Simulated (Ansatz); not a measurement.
ZrOs (CsCl type, Pm-3m), plane-wave PAW LDA (Ansatz code), all energies at zero smearing, with the estimated change up to a 700 eV cutoff added, with one set of potentials and settings (totals compare only within such a set). Cell of 2 atoms (1 Zr, 1 Os): -15197.027 eV.

| element | reference phase | E (eV/atom) |
|---|---|---|
| Zr | P6/mmm, 3 atoms in the cell | -4077.4793 |
| Os | P6_3/mmc, 2 atoms in the cell | -11118.4911 |

Formation energy per atom, worked out: (-15197.027 − 1×(-4077.4793) − 1×(-11118.4911))/2 = -0.529 eV/atom (-51 kJ per mol of atoms), at 0 K, without zero-point energy or fitted corrections.

The first step of the workflow began from a Materials Project structure, measured or hypothetical; the Crystallography Open Database files this formula in space group No. 221, but the cells were not matched. Its standing as an ambient phase is unchecked. The cell was relaxed with LDA under the symmetry of its start; of distortions, only those at the zone centre were tested. The run is not spin-polarised. The references are the lowest solids computed at this level, not always the standard phases. Spin–orbit coupling is left out wherever it is not named.

Potentials: the later of the program's two PAW sets.
